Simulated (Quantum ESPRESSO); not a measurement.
## An isovalent swap in NaCl: field gradients

Host, cell and atoms relaxed with PBE and no dispersion term (field gradients by a PBE PAW density (pw.x of a modified build of Quantum ESPRESSO, JTH datasets) with the all-electron reconstruction of Petrilli and co-workers, 30 Ha, k-mesh 4×4×4 through Γ):

| site | site symmetry | Vzz (10²¹ V/m²) | η_Q | ∣C_Q∣ (MHz) |
|---|---|---|---|---|
| Na (atoms 1, 3, 5, 7) | m-3m | 0 | – | 0 (²³Na) |
| Cl (atoms 2, 4, 6, 8) | m-3m | 0 | – | 0 (³⁵Cl) |

Its cell: a = 5.6804 Å, b = 5.6804 Å, c = 5.6804 Å, α = 90.00°, β = 90.00°, γ = 90.00°.

Changed cell (atom 1 is the new one; 30 Ha, k-mesh 4×4×4 through Γ):

```
CELL_PARAMETERS angstrom
      5.90144     0.00000     0.00000
      0.00000     5.90144     0.00000
      0.00000     0.00000     5.90144
ATOMIC_POSITIONS crystal
  K  0.00000 0.00000 0.00000
  Cl 0.50000 0.00000 0.00000
  Na 0.00000 0.50000 0.50000
  Cl 0.50000 0.50000 0.50000
  Na 0.50000 0.00000 0.50000
  Cl 0.00000 0.00000 0.50000
  Na 0.50000 0.50000 0.00000
  Cl 0.00000 0.50000 0.00000
```
The cell was made here from a computed Materials Project entry: one of 4 Na replaced by K, cell and atoms relaxed (PBE without dispersion, pw.x of Quantum ESPRESSO, symmetry kept). The parent is NaCl in Fm-3m. The swapped cell is a model, not a known phase. Stability against distortions was not tested.

Quadrupole moments taken as inputs (sizes, barn, from the tables of PySCF and pymatgen): ²³Na 0.104, ³⁵Cl 0.0817, ³⁹K 0.0585.

Principal values are ordered |Vxx| ≤ |Vyy| ≤ |Vzz|, η = (Vxx − Vyy)/Vzz, and C_Q = eQVzz/h is given by its size. Cores are frozen. Against all-electron runs on small test molecules, this scheme's |Vzz| missed by −3 to −9 % on Cl. The structure is static (0 K, no zero-point motion).

**Question.** What do the sites of the changed cell show?

**Answer.** 
```
site                 distance to atom 1 (Å)  Vzz (10²¹ V/m²)   η_Q  ∣C_Q∣ (MHz)
-------------------  ----------------------  ---------------  ----  -----------
K (atom 1)                                –                0     –            0
Cl1 (atoms 2, 6, 8)                    2.95            -3.29  0.00         6.50
Na (atoms 3, 5, 7)                     4.17        under 0.2     –   under 0.49
Cl2 (atom 4)                           5.11                0     –            0
```
The swap repeats in every cell, so this is an ordered compound and not a dilute impurity.
